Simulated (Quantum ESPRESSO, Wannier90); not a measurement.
## Wannier functions of BiBrO (P4/nmm)

```xyz
6
Lattice="3.9278 0.0000 0.0000 0.0000 3.9278 0.0000 0.0000 0.0000 8.3943" Properties=species:S:1:pos:R:3 pbc="T T T"
Bi     0.0000     1.9639    -1.2471
Bi     1.9639     0.0000     1.2471
Br     1.9639     0.0000    -2.8097
Br     0.0000     1.9639     2.8097
O      0.0000     0.0000     0.0000
O      1.9639     1.9639     0.0000
```

Materials Project entry mp-23072; symmetrised, unrelaxed at this level. COD (Crystallography Open Database) has an entry of this formula and space group (matched by these alone). Computed values, not measurements, from PBEsol: Quantum ESPRESSO (norm-conserving PseudoDojo potentials, cutoff 68 Ry, spinors with spin-orbit coupling) on a Γ-centred 4×4×4 mesh, then Wannier90. Density: 8×8×4 mesh, Gaussian smearing 0.01 Ry.

Bands 21-24 form an isolated set from -18.57 to -16.03 eV relative to the valence-band maximum (on the path) and are turned into 4 Wannier functions by minimising the spread from the start: atomic waves O 2s.

Question: Where do the functions sit, how wide are they and what are they made of?

Answer: 
| functions | spread (Å²) | nearest atom, distance (Å) | second atom, distance (Å) | weight on atomic waves |
|---|---|---|---|---|
| 4 | 1.16 | O 0.00 | Bi 2.33 | O 2s 76 %, Bi 6p 11 %, Bi 5d 6 % |

Ω_I = 4.64 Å², Ω_total = 4.65 Å²; the interpolated bands follow pw.x to 0.6 meV rms on the path. Only this start was tried; a symmetric start can stop on a saddle, and mixtures of these functions could lower the total by at most Ω_total − Ω_I.
